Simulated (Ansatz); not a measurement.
InSn2Sb:
```xyz
4
Lattice="2.3308 1.3457 7.4906 -2.3308 1.3457 7.4906 0.0000 -2.6914 7.4906" Properties=species:S:1:pos:R:3 pbc="T T T"
In     0.0000     0.0000     0.1792
Sb     0.0000     0.0000    19.7628
Sn     0.0000     0.0000    11.1083
Sn     0.0000     0.0000     8.2748
```

Relaxed with PBEsol. Special points in fractions of this cell's reciprocal vectors: Γ (0.000, 0.000, 0.000); T (0.500, 0.500, 0.500); H2 (0.812, 0.188, 0.500); H0 (0.500, -0.188, 0.188); L (0.500, 0.000, 0.000); S0 (0.344, -0.344, 0.000); S2 (0.656, 0.000, 0.344); F (0.500, 0.000, 0.500).

Q: List the band energies nearest the Fermi level at these points for PBEsol (plane waves, PAW; program Ansatz).

A: In eV from the Fermi level; about four levels below and three above (degenerate sets whole), none deeper than 8.9 eV; points with the same levels are listed once.

```json
[
 {"k": "Γ", "below": "-1.59 -1.59 -1.44 -0.04", "above": "0.49 0.49 0.69"},
 {"k": "T", "below": "-3.22 -1.50 -1.50 -0.31", "above": "0.05 0.05 0.94"},
 {"k": "H2", "below": "-3.66 -2.75 -1.98 -1.80", "above": "1.26 1.50 3.00"},
 {"k": "L", "below": "-3.09 -2.71 -2.54 -1.16", "above": "0.70 1.91 3.03"},
 {"k": "S0", "below": "-3.71 -2.72 -2.12 -1.76", "above": "1.12 2.03 2.82"},
 {"k": "F", "below": "-2.37 -1.15 -0.73 -0.39", "above": "0.84 1.33 2.88"}
]
```

Space group R3m. The start of the workflow was typed in or built on a structure type; neither database checked (COD, Materials Project) lists it. Whether it is the stable phase at ambient conditions was not checked. The cell was relaxed with PBEsol under the symmetry of its start; whether a distortion lowers the energy is not shown. The volume moved by 31 % from the start of the relaxation. Scalar-relativistic: spin–orbit coupling is off unless named, which matters more the heavier the elements.

Potentials: the earlier of the program's two PAW sets. The files were generated under PBE; for other functionals the program regenerates the frozen cores, and for LDA and PBEsol the local potential too.
